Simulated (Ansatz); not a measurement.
Starting structure of a cell relaxation (symmetry kept):

```xyz
1
Lattice="-1.6278 1.6278 1.6278 1.6278 -1.6278 1.6278 1.6278 1.6278 -1.6278" Properties=species:S:1:pos:R:3 pbc="T T T"
Ti    0.0000    0.0000    0.0000
```

Method: Ansatz 0.2.0, DFT PBEsol, scalar-relativistic, plane waves, PAW.

Plane waves to 420 eV, a k mesh through Γ of 18×18×18 on the computed 1-atom cell and Gaussian smearing (0.10 eV); no spin polarisation.

What does it relax to?

The volume drops by 0.71 Å³/atom to 16.54 Å³/atom, and the energy falls by 10.2 meV/atom. Final structure:
```yaml
crystal:
  lattice:
    - [-1.60505, 1.60505, 1.60505]
    - [1.60505, -1.60505, 1.60505]
    - [1.60505, 1.60505, -1.60505]
  atoms:
    - { symbol: Ti, position: [0.00000, 0.00000, 0.00000] }
```

Course of the relaxation (steps run on the plane waves of an earlier cell, and the basis is chosen afresh near the end, so energy and pressure can step there; trial steps that raised the energy were taken back; energies are free energies):

```json
{"step": "1", "E − E_final (meV/atom)": "10.2", "P (GPa)": "-4.45", "V (Å³/atom)": "17.25"}
{"step": "2", "E − E_final (meV/atom)": "6.4", "P (GPa)": "3.96", "V (Å³/atom)": "16.00"}
{"step": "3", "E − E_final (meV/atom)": "0.0", "P (GPa)": "-0.18", "V (Å³/atom)": "16.57"}
{"step": "4", "E − E_final (meV/atom)": "0.0", "P (GPa)": "0.00", "V (Å³/atom)": "16.54"}
{"step": "5", "E − E_final (meV/atom)": "0.0", "P (GPa)": "0.00", "V (Å³/atom)": "16.54"}
```

Cost: 1 run of about 0.2 core-minutes, on Arm Neoverse V1 (shared hosts).